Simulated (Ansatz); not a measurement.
FeTeAs:
```xyz
12
Lattice="6.1534 0.0000 0.0000 0.0000 6.1094 0.0000 -2.5622 0.0000 5.6237" Properties=species:S:1:pos:R:3 pbc="T T T"
Fe     1.0049     6.0556     1.6497
Fe     2.5863     0.0538     3.9740
Fe     3.8674     3.0009     1.1622
Fe    -0.2762     3.1086     4.4615
Te     0.0222     2.2838     2.0552
Te     3.5690     3.8257     3.5685
Te     4.8500     5.3385     0.7566
Te    -1.2589     0.7710     4.8671
As     1.7646     3.9427     0.9250
As     1.8266     2.1667     4.6987
As     3.1077     0.8880     1.8869
As     0.4835     5.2214     3.7368
```

Relaxed with HSE06. Special points in fractions of this cell's reciprocal vectors: Γ (0.000, 0.000, 0.000); Z (0.000, 0.500, 0.000); D (0.000, 0.500, 0.500); B (0.000, 0.000, 0.500); A (-0.500, 0.000, 0.500); E (-0.500, 0.500, 0.500); C2 (-0.500, 0.500, 0.000); Y2 (-0.500, 0.000, 0.000).

Question: List the band energies nearest the valence-band maximum at these points for HSE06 (plane waves, PAW; program Ansatz).

Answer: In eV from the valence-band maximum; about four levels below and three above (degenerate sets whole), none deeper than 8.9 eV; points with the same levels are listed once.

```
k                     below                above
--  -----------------------  -------------------
Γ   -0.67 -0.61 -0.36 -0.21       1.93 2.31 2.39
Z   -0.47 -0.47 -0.23 -0.23  2.42 2.42 2.91 2.91
D   -0.71 -0.71 -0.13 -0.13  1.93 1.93 2.23 2.23
B   -0.62 -0.62 -0.27 -0.27  1.90 1.90 2.55 2.55
A   -0.45 -0.45 -0.22 -0.22  2.82 2.82 3.05 3.05
E   -0.52 -0.52 -0.24 -0.24  2.08 2.08 2.58 2.58
C2  -0.60 -0.60 -0.35 -0.35  1.99 1.99 2.18 2.18
Y2   -0.59 -0.50 -0.38 0.00       1.67 2.32 2.40
```

Space group P2_1/c. The first step of the workflow began from a Materials Project structure, measured or hypothetical; the Crystallography Open Database copy checked does not list it. Its standing as an ambient phase is unchecked. Symmetry was held in the HSE06 relaxation; whether a distortion lowers the energy is not shown. No spin polarisation was allowed. The hybrid was solved on a coarse mesh, the path and, where they were found, the r²SCAN edge points; its band edges are the extreme levels among these. Scalar-relativistic: spin–orbit coupling is off unless named, which matters more the heavier the elements.

Potentials: the later of the program's two PAW sets.
